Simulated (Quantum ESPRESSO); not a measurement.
## AlSi2PC4 (input and log of a self-consistent run)

Computed values, not a measurement. The program is pw.x of Quantum ESPRESSO 7.5 (plane-wave density functional theory). The cell is made up: 8 atoms on a zincblende/diamond lattice, with randomly drawn elements, strain and displacements, not relaxed. PseudoDojo standard norm-conserving files (v0.5 for PBE, v0.4.1 for LDA and PBEsol) set the functional; there is no spin polarisation, spin-orbit coupling or dispersion term, and the masses in the input are unused placeholders.

Input:

```
&control calculation='scf', pseudo_dir='./dojo.nc.sr.pbe.v0_5.standard.upf', outdir='./o', disk_io='medium', tprnfor=.true., tstress=.true. /
&system ibrav=0, nat=8, ntyp=4, nbnd=22, ecutwfc=82.02448710, nosym=.true., tot_charge=0,
 occupations='smearing', smearing='fd', degauss=0.0018374661
/
&electrons conv_thr=7.350e-09, electron_maxstep=60, /
ATOMIC_SPECIES
Al 1.0 Al.upf
C 1.0 C.upf
P 1.0 P.upf
Si 1.0 Si.upf
CELL_PARAMETERS angstrom
4.3648 0.1466 0.0752
0.1461 4.3395 0.0421
0.0761 0.0436 4.4932
ATOMIC_POSITIONS angstrom
Al 0.0419 0.0856 0.035
Si 0.0439 2.0981 2.2399
Si 2.1743 -0.0208 2.2791
P 2.1773 2.3023 0.1339
C 1.1605 1.0295 1.1568
C 1.269 3.4431 3.5682
C 3.4008 1.285 3.4112
C 3.4503 3.4662 1.2281
K_POINTS automatic
4 4 4 1 1 1
```

The log is shortened where brackets say so; the opening notice, blank lines, dates and the lines on written files are dropped, and the path of the files is cut. It prints rydbergs, bohrs and kilobars, and counts compression as positive stress.

```
     Program PWSCF v.7.5
     Parallel version (MPI & OpenMP), running on       1 processor cores
     Number of MPI processes:                 1
     Threads/MPI process:                     1
     [start-up lines left out]
     bravais-lattice index     =            0
     lattice parameter (alat)  =       8.2542  a.u.
     unit-cell volume          =     573.4586 (a.u.)^3
     number of atoms/cell      =            8
     number of atomic types    =            4
     number of electrons       =        32.00
     number of Kohn-Sham states=           22
     kinetic-energy cutoff     =      82.0245  Ry
     charge density cutoff     =     328.0979  Ry
     scf convergence threshold =      7.3E-09
     mixing beta               =       0.7000
     number of iterations used =            8  plain     mixing
     Exchange-correlation= PBE
                           (   1   4   3   4   0   0   0)
     [axes and pseudopotential details left out]
   Cartesian axes
     site n.     atom                  positions (alat units)
         1        Al     tau(   1) = (   0.0095927   0.0195975   0.0080130  )
         2        Si     tau(   2) = (   0.0100506   0.4803443   0.5128083  )
         3        Si     tau(   3) = (   0.4977897  -0.0047620   0.5217829  )
         4        P      tau(   4) = (   0.4984765   0.5270944   0.0306554  )
         5        C      tau(   5) = (   0.2656878   0.2356963   0.2648407  )
         6        C      tau(   6) = (   0.2905281   0.7882720   0.8169127  )
         7        C      tau(   7) = (   0.7785877   0.2941911   0.7809687  )
         8        C      tau(   8) = (   0.7899204   0.7935606   0.2811643  )
     number of k points=    32  Fermi-Dirac smearing, width (Ry)=  0.0018
                       cart. coord. in units 2pi/alat
        k(    1) = (   0.1189977   0.1206640   0.1183281), wk =   0.0625000
        k(    2) = (   0.1148836   0.1184439   0.3614482), wk =   0.0625000
     [further k points left out]
     Dense  grid:    57593 G-vectors     FFT dimensions: (  48,  48,  50)
     Estimated max dynamical RAM per process >      66.56 MB
     Initial potential from superposition of free atoms
     starting charge      31.9960, renormalised to      32.0000
     Starting wfcs are   32 randomized atomic wfcs
     total cpu time spent up to now is        4.4 secs
     per-process dynamical memory:    52.1 Mb
     Self-consistent Calculation
     iteration #  1     ecut=    82.02 Ry     beta= 0.70
     Davidson diagonalization with overlap
     ethr =  1.00E-02,  avg # of iterations =  3.6
     total cpu time spent up to now is       15.4 secs
     total energy              =     -82.62255092 Ry
     estimated scf accuracy    <       2.04691910 Ry
     iteration #  2     ecut=    82.02 Ry     beta= 0.70
     Davidson diagonalization with overlap
     ethr =  6.40E-03,  avg # of iterations =  2.0
     total cpu time spent up to now is       23.9 secs
     total energy              =     -83.20241444 Ry
     estimated scf accuracy    <       1.30397784 Ry
     iteration #  3     ecut=    82.02 Ry     beta= 0.70
     Davidson diagonalization with overlap
     ethr =  4.07E-03,  avg # of iterations =  2.0
     total cpu time spent up to now is       31.7 secs
     total energy              =     -83.42487447 Ry
     estimated scf accuracy    <       0.03785058 Ry
     iteration #  4     ecut=    82.02 Ry     beta= 0.70
     Davidson diagonalization with overlap
     ethr =  1.18E-04,  avg # of iterations =  6.5
     total cpu time spent up to now is       45.0 secs
     total energy              =     -83.44311438 Ry
     estimated scf accuracy    <       0.00373529 Ry
     iteration #  5     ecut=    82.02 Ry     beta= 0.70
     Davidson diagonalization with overlap
     ethr =  1.17E-05,  avg # of iterations =  7.3
     total cpu time spent up to now is       57.3 secs
     total energy              =     -83.44389382 Ry
     estimated scf accuracy    <       0.00166076 Ry
     [iterations 6 to 7 left out]
     iteration #  8     ecut=    82.02 Ry     beta= 0.70
     Davidson diagonalization with overlap
     ethr =  5.83E-08,  avg # of iterations =  3.7
     total cpu time spent up to now is       81.1 secs
     total energy              =     -83.44398729 Ry
     estimated scf accuracy    <       0.00000355 Ry
     iteration #  9     ecut=    82.02 Ry     beta= 0.70
     Davidson diagonalization with overlap
     ethr =  1.11E-08,  avg # of iterations =  2.0
     total cpu time spent up to now is       89.4 secs
     total energy              =     -83.44398770 Ry
     estimated scf accuracy    <       0.00000046 Ry
     iteration # 10     ecut=    82.02 Ry     beta= 0.70
     Davidson diagonalization with overlap
     ethr =  1.44E-09,  avg # of iterations =  2.1
     total cpu time spent up to now is       96.9 secs
     total energy              =     -83.44398780 Ry
     estimated scf accuracy    <       0.00000003 Ry
     iteration # 11     ecut=    82.02 Ry     beta= 0.70
     Davidson diagonalization with overlap
     ethr =  1.05E-10,  avg # of iterations =  4.0
     total cpu time spent up to now is      108.9 secs
     total energy              =     -83.44398781 Ry
     estimated scf accuracy    <       0.00000001 Ry
     iteration # 12     ecut=    82.02 Ry     beta= 0.70
     Davidson diagonalization with overlap
     ethr =  4.32E-11,  avg # of iterations =  2.0
     total cpu time spent up to now is      117.6 secs
     End of self-consistent calculation
     [lines on levels left out]
!    total energy              =     -83.44398781 Ry
     estimated scf accuracy    <          7.4E-10 Ry
     smearing contrib. (-TS)   =      -0.00000000 Ry
     internal energy E=F+TS    =     -83.44398781 Ry
     The total energy is F=E-TS. E is the sum of the following terms:
     one-electron contribution =      20.10164052 Ry
     hartree contribution      =       9.90526251 Ry
     xc contribution           =     -30.15543471 Ry
     ewald contribution        =     -83.29545614 Ry
     convergence has been achieved in  12 iterations
     Forces acting on atoms (cartesian axes, Ry/au):
     atom    1 type  1   force =    -0.11152398    0.04004810    0.01452663
     atom    2 type  4   force =     0.04601211    0.08217270    0.00510189
     atom    3 type  4   force =     0.04149470    0.08122290    0.07402237
     atom    4 type  3   force =     0.07876842   -0.03183764   -0.05451591
     atom    5 type  2   force =     0.05225245    0.14868615    0.05112582
     atom    6 type  2   force =     0.08845331   -0.18667097   -0.13150808
     atom    7 type  2   force =    -0.13564793    0.00207299    0.03112036
     atom    8 type  2   force =    -0.05980908   -0.13569424    0.01012694
     Total force =     0.419545     Total SCF correction =     0.000030
     Computing stress (Cartesian axis) and pressure
          total   stress  (Ry/bohr**3)                   (kbar)     P=       86.50
   0.00086062  -0.00103969  -0.00056022          126.60     -152.94      -82.41
  -0.00103969   0.00064774  -0.00005779         -152.94       95.29       -8.50
  -0.00056022  -0.00005779   0.00025571          -82.41       -8.50       37.62
     init_run     :      4.22s CPU      4.32s WALL (       1 calls)
     electrons    :    107.41s CPU    113.22s WALL (       1 calls)
     forces       :      2.04s CPU      2.09s WALL (       1 calls)
     stress       :      7.85s CPU      7.91s WALL (       1 calls)
     [timing details left out]
     PWSCF        :   2m 1.70s CPU   2m 7.86s WALL
     JOB DONE.
```

In other units: free energy -1135.313 eV for the cell, pressure 8.65 GPa, largest force component 4.800 eV/Å. A rerun of the same cell at another strain at 1347 eV and a 6 x 6 x 6 mesh moved values by no more than 0.007 eV in energy, 0.06 GPa in stress and 0.004 eV/Å in force.